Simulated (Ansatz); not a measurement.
ZnS:
```
ZnS
1.0
    0.00000     2.64841     2.64841
    2.64841     0.00000     2.64841
    2.64841     2.64841     0.00000
Zn S
1 1
Cartesian
  0.00000   0.00000   0.00000
  3.97261   3.97261   3.97261
```

x, y and z are the axes in which the lattice vectors are written.

**Question.** Give the high-frequency dielectric tensor and the Born effective charge tensors of the independent atoms from DFPT, DFT-LDA in the program Ansatz with PAW potentials.

**Answer.** 
ε∞:
```
6.18  0.00  0.00
0.00  6.18  0.00
0.00  0.00  6.18
```
Z* of atom 1 (Zn), rows: field, columns: displacement, in e:
```
1.90  0.00  0.00
0.00  1.90  0.00
0.00  0.00  1.90
```
Z* of atom 2 (S), rows: field, columns: displacement, in e:
```
-1.90   0.00   0.00
 0.00  -1.90   0.00
 0.00   0.00  -1.90
```

Space group F-43m (zinc blende). The cell was relaxed with LDA under the symmetry of its start.

Potentials: the earlier of the program's two PAW sets. The files were generated under PBE; for other functionals the program regenerates the frozen cores, and for LDA and PBEsol the local potential too.
